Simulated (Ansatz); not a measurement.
Ansatz (an electronic-structure program) input:

Ansatz 0.2 input:
```yaml
crystal:
  lattice:
    - [-10.2288910487, 10.2288910487, 1.9010994949]
    - [10.2288910487, -10.2288910487, 1.9010994949]
    - [10.2288910487, 10.2288910487, -1.9010994949]
  atoms:
    - { symbol: Nb, position: [0.2661579537, 0.864902294, 0.1310602477] }
    - { symbol: Nb, position: [0.7338420463, 0.135097706, 0.8689397523] }
    - { symbol: Nb, position: [0.864902294, 0.7338420463, 0.5987443403] }
    - { symbol: Nb, position: [0.135097706, 0.2661579537, 0.4012556597] }
    - { symbol: Nb, position: [0.7338420463, 0.864902294, 0.5987443403] }
    - { symbol: Nb, position: [0.2661579537, 0.135097706, 0.4012556597] }
    - { symbol: Nb, position: [0.135097706, 0.7338420463, 0.8689397523] }
    - { symbol: Nb, position: [0.864902294, 0.2661579537, 0.1310602477] }
    - { symbol: Nb, position: [0.0, 0.868710374, 0.868710374] }
    - { symbol: Nb, position: [0.0, 0.131289626, 0.131289626] }
    - { symbol: Nb, position: [0.868710374, 0.0, 0.868710374] }
    - { symbol: Nb, position: [0.131289626, 0.0, 0.131289626] }
    - { symbol: Nb, position: [0.0, 0.4003060408, 0.4003060408] }
    - { symbol: Nb, position: [0.0, 0.5996939592, 0.5996939592] }
    - { symbol: Nb, position: [0.4003060408, 0.0, 0.4003060408] }
    - { symbol: Nb, position: [0.5996939592, 0.0, 0.5996939592] }
    - { symbol: O, position: [0.0692594764, 0.7901233485, 0.8593828249] }
    - { symbol: O, position: [0.9307405236, 0.2098766515, 0.1406171751] }
    - { symbol: O, position: [0.7901233485, 0.9307405236, 0.7208638721] }
    - { symbol: O, position: [0.2098766515, 0.0692594764, 0.2791361279] }
    - { symbol: O, position: [0.9307405236, 0.7901233485, 0.7208638721] }
    - { symbol: O, position: [0.0692594764, 0.2098766515, 0.2791361279] }
    - { symbol: O, position: [0.2098766515, 0.9307405236, 0.1406171751] }
    - { symbol: O, position: [0.7901233485, 0.0692594764, 0.8593828249] }
    - { symbol: O, position: [0.2061004364, 0.2061004364, 0.4122008728] }
    - { symbol: O, position: [0.7938995636, 0.7938995636, 0.5877991272] }
    - { symbol: O, position: [0.2061004364, 0.7938995636, 0.0] }
    - { symbol: O, position: [0.7938995636, 0.2061004364, 0.0] }
    - { symbol: O, position: [0.3513242162, 0.7896261332, 0.1409503495] }
    - { symbol: O, position: [0.6486757838, 0.2103738668, 0.8590496505] }
    - { symbol: O, position: [0.7896261332, 0.6486757838, 0.438301917] }
    - { symbol: O, position: [0.2103738668, 0.3513242162, 0.561698083] }
    - { symbol: O, position: [0.6486757838, 0.7896261332, 0.438301917] }
    - { symbol: O, position: [0.3513242162, 0.2103738668, 0.561698083] }
    - { symbol: O, position: [0.2103738668, 0.6486757838, 0.8590496505] }
    - { symbol: O, position: [0.7896261332, 0.3513242162, 0.1409503495] }
    - { symbol: O, position: [0.9301947833, 0.0698052167, 0.0] }
    - { symbol: O, position: [0.0698052167, 0.9301947833, 0.0] }
    - { symbol: O, position: [0.0698052167, 0.0698052167, 0.1396104334] }
    - { symbol: O, position: [0.9301947833, 0.9301947833, 0.8603895666] }
    - { symbol: O, position: [0.5, 0.6446234243, 0.1446234243] }
    - { symbol: O, position: [0.5, 0.3553765757, 0.8553765757] }
    - { symbol: O, position: [0.6446234243, 0.5, 0.1446234243] }
    - { symbol: O, position: [0.3553765757, 0.5, 0.8553765757] }
    - { symbol: O, position: [0.9313441005, 0.3475063788, 0.2788504793] }
    - { symbol: O, position: [0.0686558995, 0.6524936212, 0.7211495207] }
    - { symbol: O, position: [0.3475063788, 0.0686558995, 0.4161622783] }
    - { symbol: O, position: [0.6524936212, 0.9313441005, 0.5838377217] }
    - { symbol: O, position: [0.0686558995, 0.3475063788, 0.4161622783] }
    - { symbol: O, position: [0.9313441005, 0.6524936212, 0.5838377217] }
    - { symbol: O, position: [0.6524936212, 0.0686558995, 0.7211495207] }
    - { symbol: O, position: [0.3475063788, 0.9313441005, 0.2788504793] }
    - { symbol: O, position: [0.5, 0.0665095103, 0.5665095103] }
    - { symbol: O, position: [0.5, 0.9334904897, 0.4334904897] }
    - { symbol: O, position: [0.0665095103, 0.5, 0.5665095103] }
    - { symbol: O, position: [0.9334904897, 0.5, 0.4334904897] }
kpoints:
  mp_grid: { grid: [5, 5, 5] }
hamiltonian:
  xc: hse06
  pseudopotentials: { kind: paw }
scf:
  n_extra_bands: 56
  occupations: { method: fixed }
output:
  eigenvalues: true
  eigenstates:
    e_range: [-9.0, 11.0]
    kpoints:
      - [0.0, 0.5, 0.0]  # VBM
      - [0.0, 0.0, 0.0]  # CBM
      - [0.0, 0.0, 0.0]  # GAMMA
      - [-0.5, 0.5, 0.5]  # M
      - [0.0, 0.0, 0.5]  # X
      - [0.25, 0.25, 0.25]  # P
      - [0.2586356016, 0.2586356016, -0.2586356016]  # Z
      - [-0.2586356016, 0.7413643984, 0.2586356016]  # Z_0
      - [0.0, 0.5, 0.0]  # N
```

Output (shortened):

```
basis.fft_grid_basis auto: the FFT boxes are laid along the combinations [[1, 1, 0], [0, 1, 0], [0, 0, 1]] of the cell's own vectors, 3.802, 14.590 and 14.590 …
Pseudopotential: Nb, paw, valence charge 13
Pseudopotential: O, paw, valence charge 6
Functional definition: HSE06
davidson cushion auto → on  (no smearing: the cushion is to keep the highest requested band from converging to the state above it …
concurrent solve slots: 6 of 8 are kept, ahead of what memory takes: no pass of the eigensolver takes more rounds on 6
Crystal: 56 atoms, lattice volume = 795.650 Å³
Basis set: ecut = 420 eV, 15539 PW (Γ), FFT grids on a1+a2, a2, a3
Bands: 280, of which v1, the nominal top of the filled ones, is band 224 counted from 1 (223 counted from 0)
Symmetry: 16 space group operations
Space group: I4/mmm (ITA 139), of the structure as read, at distance tolerance 9.3e-5 Å
k-points: 18 of 125
SCF iter   1: F=—  HF=-95584.113980 eV  |F-HF|=—  |Δ(HF+E_count)|=         —  Δρ=4.00e-3  dr2=1.66e-1  ethr=1.77e-3  ⟨swp⟩=7.6  Hψ=23982  notcnv=0
preconditioner: auto → none
SCF iter   2: F=—  HF=-95584.180104 eV  |F-HF|=—  |Δ(HF+E_count)|=   6.61e-2  Δρ=4.90e-3  dr2=4.27e-1  ethr=3.69e-5  ⟨swp⟩=4.7  Hψ=15627  notcnv=0  defer=3
SCF iter   3: F=—  HF=-95584.121237 eV  |F-HF|=—  |Δ(HF+E_count)|=   5.89e-2  Δρ=2.02e-3  dr2=4.43e-2  ethr=3.69e-5  ⟨swp⟩=3.1  Hψ=12613  notcnv=0
SCF iter   4: F=—  HF=-95584.118337 eV  |F-HF|=—  |Δ(HF+E_count)|=   2.90e-3  Δρ=8.83e-4  dr2=6.05e-3  ethr=9.90e-6  ⟨swp⟩=3.0  Hψ=11497  notcnv=0
SCF iter   5: F=—  HF=-95584.118700 eV  |F-HF|=—  |Δ(HF+E_count)|=   3.63e-4  Δρ=3.91e-4  dr2=1.47e-3  ethr=1.35e-6  ⟨swp⟩=3.0  Hψ=12088  notcnv=0
iter 6 solved again at ethr=3.04e-8 eV; its pass at ethr=3.29e-7 eV (dr2=1.36e-4 eV) is discarded
SCF iter   6: F=-95584.118815 eV  HF=-95584.118751 eV  |F-HF|=6.43e-5  |Δ(HF+E_count)|=   5.06e-5  Δρ=1.84e-4  dr2=1.40e-4  ethr=3.04e-8  ⟨swp⟩=2.6  Hψ=22557  notcnv=0
SCF 1 stopped early in 6 iterations: F = -95584.118815 eV  dr2 = 1.40e-4
concurrent solve slots: 6 of 8 are kept, ahead of what memory takes: no pass of the eigensolver takes more rounds on 6
an exchange build, the stress, the solve of the band table or the atomic-orbital export uses density-matrix convolution, on PAW files for the smooth part of …
Crystal: 56 atoms, lattice volume = 795.650 Å³
Exchange kernel: α = 0.2500, screened, ω = 0.2079 Å⁻¹, Wigner–Seitz truncation, v(0) = 1046.0261 eV·Å³, q-mesh 5×5×5, nearest image of the exchange supercell L …
Frozen-core exchange: fock
SCF iter   1: F=—  HF=-95609.432464 eV  |F-HF|=—  |Δ(HF+E_count)|=         —  Δρ=1.86e-2  dr2=4.97e0  ethr=3.12e-7  ⟨swp⟩=8.1  Hψ=28748  notcnv=0
preconditioner: auto → none
SCF iter   2: F=—  HF=-95609.152915 eV  |F-HF|=—  |Δ(HF+E_count)|=   2.80e-1  Δρ=2.20e-2  dr2=5.59e0  ethr=3.12e-7  ⟨swp⟩=6.9  Hψ=29455  notcnv=0
SCF iter   3: F=—  HF=-95608.209652 eV  |F-HF|=—  |Δ(HF+E_count)|=   9.43e-1  Δρ=5.24e-3  dr2=3.54e-1  ethr=3.12e-7  ⟨swp⟩=6.0  Hψ=26052  notcnv=0
SCF iter   4: F=—  HF=-95608.440656 eV  |F-HF|=—  |Δ(HF+E_count)|=   2.31e-1  Δρ=3.87e-3  dr2=1.55e-1  ethr=3.12e-7  ⟨swp⟩=5.0  Hψ=21435  notcnv=0
SCF iter   5: F=—  HF=-95608.401626 eV  |F-HF|=—  |Δ(HF+E_count)|=   3.90e-2  Δρ=1.47e-3  dr2=1.12e-2  ethr=3.12e-7  ⟨swp⟩=4.0  Hψ=20305  notcnv=0
SCF iter   6: F=—  HF=-95608.413795 eV  |F-HF|=—  |Δ(HF+E_count)|=   1.22e-2  Δρ=1.13e-3  dr2=1.79e-2  ethr=3.12e-7  ⟨swp⟩=4.0  Hψ=17027  notcnv=0
SCF iter   7: F=—  HF=-95608.411866 eV  |F-HF|=—  |Δ(HF+E_count)|=   1.93e-3  Δρ=6.63e-4  dr2=7.42e-3  ethr=3.12e-7  ⟨swp⟩=4.0  Hψ=16568  notcnv=0
SCF iter   8: F=-95608.410510 eV  HF=-95608.410608 eV  |F-HF|=9.73e-5  |Δ(HF+E_count)|=   1.26e-3  Δρ=1.58e-4  dr2=1.55e-4  ethr=3.12e-7  ⟨swp⟩=3.3  Hψ=13589  notcnv=0
SCF 2 stopped early in 8 iterations: F = -95608.410510 eV  dr2 = 1.55e-4
hybrid outer 1: dexx = +2.961e-1 eV, tail = 7.36e-4 eV
Crystal: 56 atoms, lattice volume = 795.650 Å³
Exchange kernel: α = 0.2500, screened, ω = 0.2079 Å⁻¹, Wigner–Seitz truncation, v(0) = 1046.0261 eV·Å³, q-mesh 5×5×5, nearest image of the exchange supercell L …
Frozen-core exchange: fock
SCF iter   1: F=—  HF=-95608.407010 eV  |F-HF|=—  |Δ(HF+E_count)|=         —  Δρ=9.99e-5  dr2=6.47e-5  ethr=8.21e-7  ⟨swp⟩=3.6  Hψ=11426  notcnv=0
preconditioner: auto → none
iter 2 solved again at ethr=8.74e-10 eV; its pass at ethr=1.27e-8 eV (dr2=3.92e-6 eV) is discarded
SCF iter   2: F=—  HF=-95608.407003 eV  |F-HF|=—  |Δ(HF+E_count)|=   6.89e-6  Δρ=3.54e-5  dr2=5.85e-6  ethr=8.74e-10  ⟨swp⟩=2.3  Hψ=26467  notcnv=0
SCF iter   3: F=—  HF=-95608.407016 eV  |F-HF|=—  |Δ(HF+E_count)|=   1.38e-5  Δρ=2.88e-5  dr2=6.39e-6  ethr=8.74e-10  ⟨swp⟩=5.4  Hψ=16809  notcnv=0
SCF iter   4: F=—  HF=-95608.407015 eV  |F-HF|=—  |Δ(HF+E_count)|=   1.31e-6  Δρ=8.22e-6  dr2=5.89e-7  ethr=8.74e-10  ⟨swp⟩=3.0  Hψ=14061  notcnv=0
SCF iter   5: F=-95608.407015 eV  HF=-95608.407015 eV  |F-HF|=2.49e-8  |Δ(HF+E_count)|=   1.17e-7  Δρ=2.53e-6  dr2=6.87e-8  ethr=1.02e-10  ⟨swp⟩=3.0  Hψ=12369  notcnv=0
SCF 3 converged in 5 iterations: F = -95608.407015 eV  dr2 = 6.87e-8
hybrid outer 2: dexx = +1.450e-5 eV, tail = 2.65e-7 eV, Δε = 5.29e-3 eV (about 1.19e-4 eV left of the loop's levels)
an exchange build, the stress, the solve of the band table or the atomic-orbital export uses density-matrix convolution, on PAW files for the smooth part of …
the search or the solves at the SCF's close seem to have found levels that the self-consistency loop had missed (the run counts 4) …
NSCF: frozen V_eff on 9 k-points
hybrid SCF converged: 2 outer / 13 inner (+6 warm-up), last move |dexx| = 1.45e-5 eV, tail = 2.65e-7 eV
Stability not checked (fock_operator)
Free energy (F): -95608.407014 eV
Frozen-core exchange: fock
Harris-Foulkes:  -95608.407015 eV  (|F-HF|=2.49e-8)
Internal energy: -95608.407014 eV  (E = F + TS)
E sigma→0 (E₀):  -95608.407014 eV
Fermi energy:    5.263384 eV
--- Per-component energies (eV) ---
  E_band       = -4881.587810
  E_kinetic    = 13315.972670
  E_local      = -38990.889098  (includes V_loc(G=0)·N_el)
  E_nonlocal   = 3674.553792
  E_hartree    = 14134.949753
  E_xc         = -4609.034511
  E_vxc        = -5688.742415  (∫ρ·V_xc dr)
  E_exx        = -1353.233189  (= α·E_x^exact, valence–valence)
  E_paw        = -55280.079725  (= ΣΔE_a)
  E_vpaw       = -2756.008078  (= ΣTr[D̂ρ^β])
  E_aug_tail   = 0.097526  (compensation charges beyond the density's cutoff)
  E_ewald      = -26492.996692
  E_core_change = -7.747542  (= ΣΔE_core)
  E_smearing   =  0.000000  (= −TS)
  E_closure    = 0.000000  (closes the sum)
  Σ components = -95608.407014   (vs F -95608.407014, Δ=0.00e0)
  [band-id]    e_kinetic+e_local+e_nonlocal+2·e_hartree+e_vxc+2·e_exx+e_vpaw+e_augmentation_tail = -4881.582473   (vs E_band -4881.587810, Δ=5.34e-3)
--- Band table (eV; the first three rows and the last of 18) ---
  k-point 0: bands = ["-53.3182", "-53.3046", "-53.3046", "-53.2924", "-52.8725", "-52.8725", "-52.8697", "-52.8697", "-52.8573", "-52.8573", "-52.8545", "-52.8545", "-52.6163", "-52.6136", "-52.6136", "-52.6108", "-28.5206", "-28.4773", "-28.4773", …
  k-point 1: bands = ["-53.3182", "-53.3046", "-53.3046", "-53.2924", "-52.8725", "-52.8725", "-52.8697", "-52.8697", "-52.8573", "-52.8573", "-52.8545", "-52.8545", "-52.6163", "-52.6136", "-52.6136", "-52.6108", "-28.5205", "-28.4773", "-28.4772", …
  k-point 2: bands = ["-53.3182", "-53.3046", "-53.3046", "-53.2924", "-52.8725", "-52.8725", "-52.8697", "-52.8697", "-52.8573", "-52.8573", "-52.8545", "-52.8545", "-52.6163", "-52.6136", "-52.6136", "-52.6108", "-28.5203", "-28.4774", "-28.4770", …
  k-point 17: bands = ["-53.3182", "-53.3046", "-53.3046", "-53.2924", "-52.8725", "-52.8725", "-52.8697", "-52.8697", "-52.8573", "-52.8573", "-52.8545", "-52.8545", "-52.6163", "-52.6136", "-52.6136", "-52.6108", "-28.5201", "-28.4771", "-28.4771", …
  device         0  77.45 GiB
```

The points marked VBM and CBM come from a semilocal run.

The workflow started from a Materials Project entry (that database holds measured and hypothetical structures alike); the Crystallography Open Database files this formula in space group No. 139, but the cells were not matched. Whether it is the stable phase at ambient conditions was not checked. The r²SCAN relaxation kept the symmetry of its start; whether a distortion lowers the energy is not shown. The run is not spin-polarised. Spin–orbit coupling is left out wherever it is not named.

Potentials: the later of the program's two PAW sets.

Ansatz is a plane-wave DFT program.
